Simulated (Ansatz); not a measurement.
**Question.** ZrMo (CsCl type, Pm-3m) is relaxed with PBE in the plane-wave PAW code Ansatz. What lattice parameters of the conventional cell result?

**Answer.** a = 3.341 Å.

The start of the workflow was typed in or built on a structure type; neither database checked (COD, Materials Project) lists it. Its standing as an ambient phase is unchecked. Symmetry was held in the PBE relaxation; whether a distortion lowers the energy is not shown. No spin polarisation was allowed.

Potentials: the earlier of the program's two PAW sets.
